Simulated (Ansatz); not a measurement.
The start is a generated trial cell of CaO in the rocksalt structure type. A full variable-cell relaxation at zero pressure is run with PBEsol (plane waves to 420 eV, PAW, scalar-relativistic; Ansatz, a program for electronic structure). The first steps use a coarse 9×9×9 k-mesh.

Input geometry:
```
CaO
1.0
    0.00000     2.34264     2.34264
    2.34264     0.00000     2.34264
    2.34264     2.34264     0.00000
O Ca
1 1
Direct
  0.00000   0.00000   0.00000
  0.50000   0.50000   0.50000
```

### Question
What pressure does the first self-consistent step give?

### Answer
+6.7 GPa (positive: the cell is compressed).

### Question
Is the relaxed structure metallic? Give its gap.

### Answer
3.54 eV, indirect (valence top at Γ, conduction bottom at X) (no spin-orbit coupling).

### Question
What does it relax into? Give the structure.

### Answer

```cif
data_Ca4O4
_chemical_formula_sum 'O4 Ca4'
_space_group_name_H-M_alt 'Fm-3m'
_space_group_IT_number 225
_space_group_name_Hall '-F 4 2 3'
_cell_length_a 4.76687
_cell_length_b 4.76687
_cell_length_c 4.76687
_cell_angle_alpha 90.000
_cell_angle_beta 90.000
_cell_angle_gamma 90.000
loop_
_atom_site_label
_atom_site_type_symbol
_atom_site_symmetry_multiplicity
_atom_site_Wyckoff_symbol
_atom_site_fract_x
_atom_site_fract_y
_atom_site_fract_z
_atom_site_occupancy
O1 O 4 a 0.00000 0.00000 0.00000 1
Ca1 Ca 4 b 0.50000 0.50000 0.50000 1
```
(The calculation used a cell of 2 atoms; values per cell refer to that cell.)

The space group stays Fm-3m (No. 225) (the run could not lower it); the end is rock salt type, with 2 atoms in the primitive cell. Final values are on a 12×12×12 k-mesh of the relaxed cell. No spin polarisation in the result.

The run could not lose the symmetry of its start; a randomly shaken copy of 2 atoms returns to this structure.

All atoms sit on sites fixed by symmetry, so only the cell could relax.
